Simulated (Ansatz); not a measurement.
NbAs (CsCl type, Pm-3m) at seven volumes, DFT-PBE in the program Ansatz with PAW potentials, scaled uniformly. One row is withheld.

| V (Å³/atom) | P (GPa) |
|---|---|
| 15.155 | 19.20 |
| 15.655 | 11.74 |
| 16.154 | 5.40 |
| 16.654 | 0.01 |
| 17.154 | -4.57 |
| 17.653 | ? |
| 18.153 | -11.77 |

**Question.** Fit the shown pressures and predict the withheld one.

**Answer.** P = (3/2)B₀(x^(7/2) − x^(5/2))[1 + (3/4)(B′ − 4)(x − 1)] with x = (V₀/V)^(2/3). Least squares on the six rows gives V₀ = 16.655 Å³/atom, B₀ = 165 GPa, B′ = 4.40. At V = 17.653, x = 0.9619 and P = -8.45 GPa. The run itself gave -8.47 GPa.

A made-up cell: these elements were put on the sites of a structure type; neither database checked (COD, Materials Project) lists it. COD files the formula under space group No. 109, so this cell is another polymorph or a model. Whether it is the stable phase at ambient conditions was not checked. The cell was relaxed with PBE under the symmetry of its start; its stability against distortions is not shown here. No spin polarisation was allowed.

Potentials: the later of the program's two PAW sets.
